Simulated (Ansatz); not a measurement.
Here is the system:

Starting cell, ZnSe (zinc blende):

```
ZnSe
1.0
    0.00000     5.73301     5.73301
    2.86650     0.00000     2.86650
    2.86650     2.86650     0.00000
Se Zn
2 2
Direct
  0.37500   0.75000   0.75000
  0.87500   0.75000   0.75000
  0.00000   0.00000   0.00000
  0.50000   0.00000   0.00000
```

In this cell atom 2 (Se, nearest neighbour Zn at 2.482 Å; its periodic images, 4.1 Å or more away, move with it) is moved by u·(1.000, 0.000, 0.000) + v·(0.000, 1.000, 0.000); the rest is frozen.

All values below come from PBE (plane waves to 420 eV, PAW, scalar-relativistic; Ansatz, a quantum-chemistry and plane-wave program). k mesh 4×8×8 (Γ-centred), Fermi-Dirac smearing 0.05 eV. The energy includes the smearing's −TS. ZnSe was relaxed with its symmetry unable to fall. The zero of ΔE is the undisplaced structure. Axes are in Å.

The scan covers u from -0.370 to 0.370 Å in 5 points and v from -0.370 to 0.370 Å in 5 points.

Question: In which direction of the plane is the atom held most weakly?

Answer: 45° from u towards v.

Question: What are the two principal curvatures of the energy at the centre?

Answer: 5.6 and 6.9 eV/Å².

(For displaced atoms, the force is minus the slope of the energy, and its curvature is a force constant, which sets phonon frequencies.)
